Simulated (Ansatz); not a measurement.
# Al$_{2}$Te$_{4}$Ru, a known structure type with other elements, at an estimated volume

```yaml
crystal:
  lattice:
    - [0.00000, 5.92057, 0.00000]
    - [5.92057, 0.00000, 0.00000]
    - [2.96028, 2.96028, -6.02965]
  atoms:
    - { symbol: Al, position: [0.50000, 0.50000, 0.00000] }
    - { symbol: Ru, position: [0.00000, 0.00000, 0.00000] }
    - { symbol: Al, position: [0.75000, 0.25000, 0.50000] }
    - { symbol: Te, position: [0.37500, 0.37500, 0.75000] }
    - { symbol: Te, position: [0.62500, 0.12500, 0.25000] }
    - { symbol: Te, position: [0.87500, 0.87500, 0.75000] }
    - { symbol: Te, position: [0.12500, 0.62500, 0.25000] }
```

The numbers come from plane-wave PAW DFT (Ansatz): r2SCAN, no spin polarisation, 500 eV, 7×7×7 Γ-centred k points, fermi-dirac occupations (width 0.0468 eV). Nothing was relaxed.

(1) Give the Bader charges.

(2) Which atom feels the largest force, and which way?

(3) What do density and ELF say about some of the short contacts?

(4) What does the stress say?

(5) Metal or insulator?

Origin: a known structure type with other elements, at an estimated volume, so it need not be a known compound.

Answers

(1) Bader charges in e: Al +1.97, Te -0.99, Ru +0.02. In the mean Al gives up most and Te takes most.

(2) The largest is on Te4 (and as large on other atoms): 0.83 eV/Å, components (0.13, -0.82, 0.04). It makes 121° with the line to a nearest neighbour, Al1 at 2.58 Å.

(3) Ru–Te at 2.58 Å: least valence density 0.53 e/Å³ and ELF 0.40 there. Both are smooth PAW fields, read partly inside the augmentation spheres.

(4) The pressure is 2.3 GPa (compression positive), so with the atoms held at these fractions the cell would first expand; the forces are large, so a full relaxation may end otherwise. The principal stresses 1.6, 2.6, 2.6 GPa differ, so its shape would change too.

(5) It is a metal, with about 6.7 states/eV a cell as the mean within 0.25 eV of the Fermi level, mostly Ru d (50 %) and Te p (33 %).
